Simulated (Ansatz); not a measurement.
## Structure relaxation, WC

The start is a relaxed WC cell, doubled along one cell vector, shaken by Gaussian noise of σ = 0.08 Å a coordinate. The structure is fully relaxed (lattice and positions, P = 0) with r2SCAN (plane waves to 500 eV, PAW, scalar-relativistic; Ansatz, a first-principles code). First-step values are on the input's coarse k-mesh.

Ansatz input (later rounds restart from its end on a renewed k-mesh):
Ansatz 0.2 input:
```yaml
crystal:
  lattice:
    - [5.8183178586, -0.0000000001, 0]
    - [-1.4545794646, 2.5194055364, 0]
    - [0, 0, 5.7283851523]
  atoms:
    - { symbol: W, position: [0.0239004976, -0.0096837381, 0.0131163489] }
    - { symbol: W, position: [0.4833651648, -0.0542896382, -0.0055510731] }
    - { symbol: W, position: [0.0120548375, 0.0079893538, 0.4692173903] }
    - { symbol: W, position: [0.5076208706, 0.0087323166, 0.5115442863] }
    - { symbol: C, position: [0.1617965759, 0.6711996135, 0.2524388075] }
    - { symbol: C, position: [0.6852495346, 0.6913507497, 0.2609286604] }
    - { symbol: C, position: [0.3566585299, 0.3457638733, 0.7470584099] }
    - { symbol: C, position: [0.8175901888, 0.3565183846, 0.7778162211] }
basis: { ecutwfc: 500, ecutrho_ratio: 4, xc_grid: 4, fft_grid_basis: typed }
kpoints: { mp_grid: { grid: [5, 9, 4] } }
hamiltonian:
  xc: r2scan
  dispersion: none
  pseudopotentials: { azcp: { folder: ./paw }, kind: paw }
scf: { occupations: { method: fermi_dirac, width: 0.05 } }
relax: { f_tol: 0.01, max_steps: 100, cell: { stress_tol: 0.02 } }
output: { forces: true, stress: true }
```

Q: What pressure does the first self-consistent step give?

A: +12 GPa (positive: the cell is compressed).

Q: By how much does the energy per atom fall from start to end?

A: 0.21 eV/atom.

Q: Does it find its way back to the structure it was made from?

A: The parent structure is recovered, P6₃/mmc (No. 194).

Q: How do the shortest distances between atoms change?

A: The closest pairs of elements (up to four, under 3.6 Å), start → end: C–W 2.03 → 2.21 Å; W–W 2.61 → 2.86 Å; C–C 2.67 → 2.91 Å.

Q: What band gap does the relaxed structure have at this level?

A: No gap (metallic).

The end point of the relaxation:

Space group P6₃/mmc (No. 194); a = b = 2.9092 Å, c = 5.7285 Å, α = β = 90.00°, γ = 120.00°

```tsv
atom	site	symmetry	x	y	z
W	2a	-3m.	0.0000	0.0000	0.0000
C	2c	-6m2	0.3333	0.6667	0.2500
```

Final values are on a 18×18×8 k-mesh of the relaxed cell. No spin polarisation in the result.

The relaxed structure here is a generated cell of WC: the first start was made by placing the elements on the sites of a structure type, and the end was not matched to a known phase here, so it may be hypothetical. Known forms of WC include space group No. 187.
